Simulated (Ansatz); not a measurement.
### Question
Si$_{3}$N$_{4}$ in space group P6_3/m (No. 176; Si on 6h, N on 2d, N on 6h) is relaxed with r²SCAN in the plane-wave PAW code Ansatz. What lattice parameters of the conventional cell result?

### Answer
a = 7.606 Å, c = 2.905 Å.

### Question
Give the free coordinates with the occupied sites.

### Answer
In one choice of origin and axes:

```json
[
 {"atom": "Si", "site": "6h", "symmetry": "m..", "x": "0.4061", "y": "0.2307", "z": "0.2500"},
 {"atom": "N", "site": "2d", "symmetry": "-6..", "x": "0.6667", "y": "0.3333", "z": "0.2500"},
 {"atom": "N", "site": "6h", "symmetry": "m..", "x": "0.0312", "y": "0.3303", "z": "0.2500"}
]
```

### Question
Is it a metal or does it have a gap at this level?

### Answer
A gap of 4.99 eV, indirect.

The r²SCAN relaxation kept the symmetry of its start.

Potentials: the earlier of the program's two PAW sets.
